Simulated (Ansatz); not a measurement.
Here is the system:

SiC:
```yaml
crystal:
  lattice:
    - [3.07531, 0.00000, 0.00000]
    - [-1.53765, 2.66329, 0.00000]
    - [0.00000, 0.00000, 5.04816]
  atoms:
    - { symbol: Si, position: [0.66667, 0.33333, 0.00050] }
    - { symbol: Si, position: [0.33333, 0.66667, 0.50050] }
    - { symbol: C, position: [0.66667, 0.33333, 0.62470] }
    - { symbol: C, position: [0.33333, 0.66667, 0.12470] }
```

This is the r²SCAN-relaxed structure.

Q: All from plane-wave PAW r²SCAN (Ansatz code), unless another level is named. Predict the electron effective mass.

A: 0.26, 0.43, 0.43 mₑ (principal values).

Q: And the weight of the conduction-edge state by species (Voronoi cells)?

A: Si 60 %, C 40 %.

Q: Next, the conduction-band minimum?

A: at K (2 equivalent valleys).

Space group P6_3mc (wurtzite). Symmetry was held in the r²SCAN relaxation; phonons on a q-mesh show no instability.

Potentials: the later of the program's two PAW sets.

Edges and masses are those of Kohn–Sham bands, whose gap is no quasiparticle gap.
